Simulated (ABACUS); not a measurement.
Worked example: self-consistent single point of CdHgSe2 (R3m, 4 atoms in the cell; from Materials Project mp-1226733, changed as shown) in ABACUS.

Computed with PBEsol, PseudoDojo 0.4 standard norm-conserving PBEsol (tails mended) pseudopotentials (plane waves; ABACUS 3.10.1).

The change in words: atom 3 moved by -0.08 angstrom along z. Reference geometry (R3m):
```yaml
crystal:
  lattice:
    - [2.20115, 1.27083, 7.18139]
    - [-2.20115, 1.27083, 7.18139]
    - [0.00000, -2.54167, 7.18139]
  atoms:
    - { symbol: Cd, position: [0.50033, 0.50033, 0.50033] }
    - { symbol: Hg, position: [0.99985, 0.99985, 0.99985] }
    - { symbol: Se, position: [0.87420, 0.87420, 0.87420] }
    - { symbol: Se, position: [0.37560, 0.37560, 0.37560] }
```

Reference input (self-consistent single point, DFT, PBEsol, plane waves, PseudoDojo 0.4 standard norm-conserving PBEsol (tails mended) pseudopotentials): KPT = Gamma 4 4 4 0 0 0; basis_type = pw; ecutwfc = 102 Ry; smearing_method = fd; smearing_sigma = 0.00734986 Ry; potentials = PseudoDojo 0.4 standard norm-conserving PBEsol (tails mended); symmetry = 1; ks_solver = dav_subspace; scf_nmax = 100; scf_thr = 1.0e-09 Ry; mixing_type = pulay; mixing_beta = 0.4. This run's input differs from it in these lines:

```diff
@@ -47,3 +47,3 @@
 2
-   0.0000000000   -0.0000008742   18.8339885369
+  -0.0000000000   -0.0000008705   18.7539949892
    0.0000000000   -0.0000003756    8.0919947592
```

Output (repeated stretches shortened):

```
 SELF-CONSISTENT
 -------------------------------------------

                                 init_chg = atomic

 PW ALGORITHM --------------- ION=   1  ELEC=   1--------------------------------

 Notice: Threshold on eigenvalues was too large.

 Density error is 0.15259064096
                          Error Threshold = 0.000213067146114
 E_KohnSham     -1168.0463559807     -15892.0859694739
 E_Fermi        0.5252498755         7.1463911801

 PW ALGORITHM --------------- ION=   1  ELEC=   2--------------------------------

 Density error is 0.014490145203
                          Error Threshold = 0.000211931445777
   [... lines left out ...]

 Density error is 2.96975389753e-08
                          Error Threshold = 1.37448417914e-10
 E_KohnSham     -1168.0617255406     -15892.2950830645
 E_Fermi        0.5446996481         7.4110189130

 PW ALGORITHM --------------- ION=   1  ELEC=   9--------------------------------

 Density error is 9.51943411993e-10
                          Error Threshold = 4.12465819102e-11
 E_KohnSham     -1168.0617255493     -15892.2950831831
 E_KS(sigma->0) -1168.0613459942     -15892.2899190704
 E_entropy(-TS) -0.0007591103        -0.0103282254
 E_Fermi        0.5447194639         7.4112885205
 charge density convergence is achieved
 final etot is -15892.295083 eV
 EFERMI = 7.4112885205 eV

 STATE ENERGY(eV) AND OCCUPATIONS    NSPIN == 1
   [... 43 lines left out ...]

 TOTAL-FORCE (eV/Angstrom)
                       Cd1         0.0000000000         0.0000000000        -0.0801683476
                       Hg1         0.0000000000         0.0000000000        -0.1553704811
                       Se1         0.0000000000         0.0000000000         0.4014880318
                       Se2         0.0000000000         0.0000000000        -0.1659492031

 TOTAL-STRESS (KBAR)
       -20.5887504422         0.0000000000         0.0000000000
        -0.0000000000       -20.5887573015        -0.0000009557
         0.0000000000        -0.0000009557       -30.0224383625
 TOTAL-PRESSURE: -23.733315 KBAR

 --------------------------------------------
 !FINAL_ETOT_IS -15892.2950831830839888 eV
 --------------------------------------------
```

The run converged in 9 iterations. Against the reference run the free energy rises by 4.5 meV/atom, the pressure stays near -2.37 GPa while the zz stress (positive for compression) goes from -2.64 to -3.00 GPa and the largest force goes from 0.030 to 0.401 eV/Å.

The structure comes from a collection of computed structures, made at another level of theory; the collection holds predicted forms beside known ones. Its lattice was then scaled. No clean gap shows at this smearing width and mesh (spacing up to 0.42 Å⁻¹); the mesh is coarse for partly filled bands, so the values carry mesh errors. Semi-local functionals can close small gaps.

Cost on one core: around 10 core-minutes (rough).

“Tails mended”: in these copies of the files the far tail of each local potential was reset to the Coulomb form.
